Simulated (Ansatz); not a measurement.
## What DFT gives for Ba3Sb2Cl2O5

```yaml
crystal:
  lattice:
    - [0.00000, 4.29153, 0.00000]
    - [4.29153, 0.00000, 0.00000]
    - [2.14577, 2.14577, -12.51331]
  atoms:
    - { symbol: Sb, position: [0.58280, 0.58280, 0.83440] }
    - { symbol: Sb, position: [0.41720, 0.41720, 0.16560] }
    - { symbol: Ba, position: [0.00000, 0.00000, 0.00000] }
    - { symbol: Ba, position: [0.16430, 0.16430, 0.67140] }
    - { symbol: Ba, position: [0.83570, 0.83570, 0.32860] }
    - { symbol: Cl, position: [0.70950, 0.70950, 0.58100] }
    - { symbol: Cl, position: [0.29050, 0.29050, 0.41900] }
    - { symbol: O, position: [0.50000, 0.50000, 0.00000] }
    - { symbol: O, position: [0.59070, 0.09070, 0.81860] }
    - { symbol: O, position: [0.09070, 0.59070, 0.81860] }
    - { symbol: O, position: [0.40930, 0.90930, 0.18140] }
    - { symbol: O, position: [0.90930, 0.40930, 0.18140] }
```

Single point in Ansatz 0.2.0 with r2SCAN, no spin polarisation. Cutoff 500 eV, PAW datasets, 6×6×6 Γ-centred k mesh, cold filling (width 0.0114 eV).

Question: What is the formation energy?

Answer: -2.20 eV an atom against the elements' usual phases (free molecules for gases, crystals otherwise, with no correction for O₂ or N₂), so it is bound against them; other compounds may still compete. Relaxing would lower it.

Question: What do density and ELF say about some of the short contacts?

Answer: Sb–O at 2.07 Å: least valence density 0.66 e/Å³ and ELF 0.26 there. Ba–O at 2.83 Å: least valence density 0.17 e/Å³ and ELF 0.09 there. Ba–Cl at 3.16 Å: least valence density 0.14 e/Å³ and ELF 0.08 there. These are pseudo-fields; inside the PAW spheres they differ from the all-electron ones.

Question: Is there a gap?

Answer: It is a metal, with about 0.51 states/eV a cell as the mean within 0.25 eV of the Fermi level, mostly Sb p (52 %) and O p (18 %).

Question: What does the stress say?

Answer: The pressure is 5.9 GPa (compression positive), so with the atoms held at these fractions the cell would first expand. The principal stresses 2.6, 7.6, 7.6 GPa differ, so its shape would change too.

Origin: a known structure type with other elements, at an estimated volume, so it need not be a known compound.
